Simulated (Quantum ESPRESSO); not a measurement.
GaN (wurtzite, space group P6_3mc, No. 186) has a direct gap of 1.96 eV with PBE (stringent potentials; Quantum ESPRESSO, PseudoDojo norm-conserving, 114 Ry, without SOC). After an isotropic strain (on all lattice vectors, atoms relaxed) the gap is direct, 1.86 eV.

Task: Which strain was applied?
A. -1 %
B. -0.5 %
C. -3 %
D. -2 %
E. +0.5 %

Result: E, +0.5 %. Gaps found: -3 %: 2.58 eV (direct); -2 %: 2.37 eV (direct); -1 %: 2.17 eV (direct); -0.5 %: 2.06 eV (direct); 0 %: 1.96 eV (direct); 0.5 %: 1.86 eV (direct); 1 %: 1.76 eV (direct).
